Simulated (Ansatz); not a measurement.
Given:

Ti₃O:
Space group P-31c (No. 163); a = 5.1330 Å, b = 5.1330 Å, c = 9.4662 Å, α = 90.00°, β = 90.00°, γ = 120.00°

| atom | site | symmetry | x | y | z |
|---|---|---|---|---|---|
| Ti | 12i | 1 | 0.3339 | 0.0065 | 0.1173 |
| O | 2d | 3.2 | 0.6667 | 0.3333 | 0.2500 |
| O | 2a | 3.2 | 0.0000 | 0.0000 | 0.2500 |

This is the r²SCAN-relaxed structure.

All from r²SCAN (plane waves, PAW; program Ansatz), unless another level is named. Estimate the electronic character.

metallic (no gap).

What about the density of states at the Fermi level?

0.54 states/eV per atom (mean over ±0.08 eV).

What about the formation energy from the elements (no fitted shifts)?

-146 kJ/mol-atom.

The workflow started from a Materials Project entry (that database holds measured and hypothetical structures alike); the Crystallography Open Database files this formula in space group No. 163, but the cells were not matched. Its standing as an ambient phase is unchecked. Symmetry was held in the r²SCAN relaxation; whether a distortion lowers the energy is not shown. No spin polarisation was allowed. Without spin polarisation and U, an open-shell compound can come out a false metal. The references are the lowest solids computed at this level, not always the standard phases (solids in place of the gases).

Potentials: the later of the program's two PAW sets.
